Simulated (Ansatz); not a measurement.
Relaxed-ion elastic tensor of V (bcc (W type), Im-3m) in GPa (Voigt order), the program Ansatz at the PBE level (PAW); density 6.29 g/cm³, 13.45 Å³ per atom.

```
 267   140   140   0.0   0.0   0.0
 140   267   140   0.0   0.0   0.0
 140   140   267   0.0   0.0   0.0
 0.0   0.0   0.0  23.1   0.0   0.0
 0.0   0.0   0.0   0.0  23.1   0.0
 0.0   0.0   0.0   0.0   0.0  23.1
```

**Question.** Is the crystal mechanically stable?

**Answer.** Yes: the smallest eigenvalue of C is 23.1 GPa.

**Question.** Work out the Voigt, Reuss and Hill averages.

**Answer.** K_V = 182, K_R = 182, K_H = 182; G_V = 39.2, G_R = 31.0, G_H = 35.1 GPa.

**Question.** Give Young's modulus, Poisson's ratio, Pugh's ratio and the universal anisotropy index.

**Answer.** E = 9KG/(3K + G) = 99.0 GPa; ν = 0.41; K/G = 5.20 (ductile by the Pugh limit of 1.75); A_U = 5G_V/G_R + K_V/K_R − 6 = 1.33.

**Question.** Estimate the sound speeds and the Debye temperature.

**Answer.** v_l = √((K + 4G/3)/ρ) = 6040 m/s, v_t = √(G/ρ) = 2360 m/s, mean 2680 m/s; Θ = (h/k)(3n/4πV)^(1/3) v_m = 335 K.

**Question.** Give the Zener ratio and Young's modulus along [100], [110] and [111].

**Answer.** A = 2C44/(C11 − C12) = 0.36; 1/E = S11 − 2(S11 − S12 − S44/2)Γ with Γ = 0, 1/4, 1/3 gives 171, 78.5, 66.5 GPa.

**Question.** Solve the Christoffel equation for the three sound speeds along [100], [110], [111].

**Answer.** Eigenvalues of C_ijkl n_j n_l equal ρv². In km/s, slowest first: [100] 1.92, 1.92, 6.52; [110] 1.92, 3.18, 6.00; [111] 2.82, 2.82, 5.82.

Symmetry was held in the PBE relaxation. The workflow began spin-polarised and lost its moments. As this level gives no gap, shear constants depend on the k-mesh and smearing (Fermi–Dirac, 0.1 eV here). On the denser mesh and wider smearing of the elastic run this cell carries a stress of 0.4 GPa.

Potentials: the later of the program's two PAW sets.
